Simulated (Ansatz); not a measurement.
BP:
```
BP
1.0
    3.19078     0.00000     0.00000
   -1.59539     2.76329     0.00000
    0.00000     0.00000     5.29543
B P
2 2
Direct
  0.66667   0.33333   0.50043
  0.33333   0.66667   0.00043
  0.66667   0.33333   0.87457
  0.33333   0.66667   0.37457
```

x, y and z are the axes in which the lattice vectors are written.

Q: Give the high-frequency dielectric tensor and the Born effective charge tensors of the independent atoms from DFPT, plane-wave PAW r²SCAN (Ansatz code).

A: 
ε∞:
```
8.50  0.00  0.00
0.00  8.50  0.00
0.00  0.00  9.13
```
Z* of atom 1 (B), rows: field, columns: displacement, in e:
```
-0.49   0.00   0.00
 0.00  -0.49   0.00
 0.00   0.00  -0.47
```
Z* of atom 3 (P), rows: field, columns: displacement, in e:
```
0.49  0.00  0.00
0.00  0.49  0.00
0.00  0.00  0.47
```

Static charges for comparison (Bader): B1 +0.67, P3 -0.67 e. Born charges measure polarisation by displacement and can exceed these by far.

Space group P6_3mc (wurtzite). The first step of the workflow began from a Materials Project structure, measured or hypothetical; the Crystallography Open Database copy checked does not list it. It is not the phase usual at ambient conditions (space group No. 216). The r²SCAN relaxation kept the symmetry of its start; whether a distortion lowers the energy is not shown.

Potentials: the earlier of the program's two PAW sets. The files were generated under PBE; for other functionals the program regenerates the frozen cores, and for LDA and PBEsol the local potential too.
